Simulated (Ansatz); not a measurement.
# What DFT gives for CsH₂

```yaml
crystal:
  lattice:
    - [7.27769, 0.00000, 0.00000]
    - [0.00000, 4.46605, 0.00000]
    - [0.00000, 0.00000, 8.41992]
  atoms:
    - { symbol: H, position: [0.04300, 0.25000, 0.17400] }
    - { symbol: H, position: [0.45700, 0.75000, 0.67400] }
    - { symbol: H, position: [0.54300, 0.25000, 0.32600] }
    - { symbol: H, position: [0.95700, 0.75000, 0.82600] }
    - { symbol: Cs, position: [0.26029, 0.25000, 0.88863] }
    - { symbol: Cs, position: [0.23971, 0.75000, 0.38863] }
    - { symbol: Cs, position: [0.76029, 0.25000, 0.61137] }
    - { symbol: Cs, position: [0.73971, 0.75000, 0.11137] }
    - { symbol: H, position: [0.64600, 0.25000, 0.91350] }
    - { symbol: H, position: [0.85400, 0.75000, 0.41350] }
    - { symbol: H, position: [0.14600, 0.25000, 0.58650] }
    - { symbol: H, position: [0.35400, 0.75000, 0.08650] }
```

Level: r2SCAN, no spin polarisation; 500 eV; 4×6×3 Γ-centred mesh; methfessel-paxton occupations (width 0.022 eV); Ansatz 0.2.0, fixed geometry.

Is it stable against the elements?

0.73 eV an atom against the elements' usual phases (free molecules for gases, crystals otherwise, with no correction for O₂ or N₂), so at this geometry it isn't bound against them. Relaxing would lower it.

Which element gives electrons and which takes them?

Bader charges in e: Cs +0.77, H -0.40 to -0.37. In the mean Cs gives up most and H takes most.

Is there a gap?

It is a metal, with about 17 states/eV a cell as the mean within 0.25 eV of the Fermi level, mostly H s (89 %).

What does the stress say?

The pressure is 0.3 GPa (compression positive), so with the atoms held at these fractions the cell is close to zero pressure. The principal stresses -0.9, 0.3, 1.4 GPa differ, so its shape would change too.

Where is the largest force?

The largest is on H1 (and as large on other atoms): 0.22 eV/Å, components (-0.14, 0.00, 0.18). It makes 175° with the line to a nearest neighbour, Cs5 at 2.88 Å, pointing away from it.

Origin: a known structure type with other elements, at an estimated volume, so it need not be a known compound. Caveats: many states at the Fermi level without spin polarisation, so a magnetic state may lie lower; the Fermi level lies in a narrow band between gaps, which spin or distortion may split.
